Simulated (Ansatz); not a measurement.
A geometry of Nb away from equilibrium: step 2 of the relaxation of a relaxed Nb cell, doubled along one cell vector, shaken by Gaussian noise of σ = 0.08 Å a coordinate. The numbers are results of r2SCAN (plane waves to 500 eV, PAW, scalar-relativistic; Ansatz, a program for electronic structure), not measurements. Γ-centred k-mesh 14×7×14 on the run's cell (coarser than for final values), Fermi–Dirac smearing 0.05 eV.

```xyz
2
Lattice="-1.6657 1.6649 1.6616 3.3124 -3.3299 3.3043 1.6549 1.6542 -1.6616" Properties=species:S:1:pos:R:3 pbc="T T T"
Nb    -0.0969     0.0351     0.0805
Nb     1.7601    -1.5495     1.5621
```

### Question
Which atoms carry the largest force, and which way does it point?

### Answer
0.79 eV/Å, on Nb1, Nb2 (atoms numbered as listed); on Nb1 its components are (0.60, 0.31, -0.42).

### Question
What is the pressure?

### Answer
-0.6 GPa, compression positive.

### Question
How much energy per atom can still be gained by relaxing?

### Answer
0.06 eV/atom; the path ends in Im-3m (No. 229) (bcc (W type)).

No spin polarisation in the result.

The run could not lose the symmetry of its start.
